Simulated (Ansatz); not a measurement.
AlFe (Pm-3m); start Fe3↑ Fe4↓.

```
Al Fe
1.0
     2.91000    0.00000    0.00000
     0.00000    2.91000    0.00000
     0.00000    0.00000    5.82000
Al Fe
2 2
Direct
  0.00000 0.00000 0.00000
  0.00000 0.00000 0.50000
  0.50000 0.50000 0.25000
  0.50000 0.50000 0.75000
```

The source of the geometry is a structure as deposited in COD, repeated to hold the magnetic orders; atoms and cell stay fixed.

Functional, mesh and filling: PBE, 10×10×5 k mesh, Fermi–Dirac smearing of 0.1 eV. PAW means Ansatz 0.2.0 on its default frozen-core files. Site moments are integrated in spheres about the atoms. Start moments (μB): Fe3 3, Fe4 -3.

Iteration by iteration:

```json
{"iteration": "1", "Harris–Foulkes energy less the last (meV)": "202.533", "density residual (eV)": "8.9e-01", "M (μB)": "0.0000", "∫|m| (μB)": "4.3213"}
{"iteration": "2", "Harris–Foulkes energy less the last (meV)": "189.150", "density residual (eV)": "4.4e-01", "M (μB)": "0.0000", "∫|m| (μB)": "4.2041"}
{"iteration": "3", "Harris–Foulkes energy less the last (meV)": "-267.331", "density residual (eV)": "2.9e+00", "M (μB)": "0.0000", "∫|m| (μB)": "3.5019"}
{"iteration": "4", "Harris–Foulkes energy less the last (meV)": "62.190", "density residual (eV)": "1.4e-02", "M (μB)": "0.0000", "∫|m| (μB)": "2.9526"}
{"iteration": "5", "Harris–Foulkes energy less the last (meV)": "12.074", "density residual (eV)": "1.9e-02", "M (μB)": "0.0000", "∫|m| (μB)": "2.2935"}
{"iteration": "6", "Harris–Foulkes energy less the last (meV)": "1.879", "density residual (eV)": "7.8e-03", "M (μB)": "0.0000", "∫|m| (μB)": "1.9336"}
{"iteration": "7", "Harris–Foulkes energy less the last (meV)": "0.140", "density residual (eV)": "8.7e-04", "M (μB)": "0.0000", "∫|m| (μB)": "1.6763"}
{"iteration": "8", "Harris–Foulkes energy less the last (meV)": "0.010", "density residual (eV)": "1.4e-04", "M (μB)": "0.0000", "∫|m| (μB)": "1.6050"}
{"iteration": "9", "Harris–Foulkes energy less the last (meV)": "0.028", "density residual (eV)": "5.2e-06", "M (μB)": "0.0000", "∫|m| (μB)": "1.6070"}
{"iteration": "10", "Harris–Foulkes energy less the last (meV)": "-0.001", "density residual (eV)": "9.6e-06", "M (μB)": "0.0000", "∫|m| (μB)": "1.6098"}
{"iteration": "11", "Harris–Foulkes energy less the last (meV)": "0.000", "density residual (eV)": "4.3e-07", "M (μB)": "0.0000", "∫|m| (μB)": "1.6080"}
{"iteration": "12", "Harris–Foulkes energy less the last (meV)": "0.000", "density residual (eV)": "9.2e-09", "M (μB)": "0.0000", "∫|m| (μB)": "1.6078"}
```

Site moments (μB): Al1 0.00, Al2 0.00, Fe3 0.74, Fe4 -0.74. Cell moment 0.00 μB.

The Ansatz runs typed with the search for lower states off end where their start leads. None of this fixes the real material's magnetic order: only patterns that fit the cell were computed, at zero temperature, with a functional that can overstate moments.
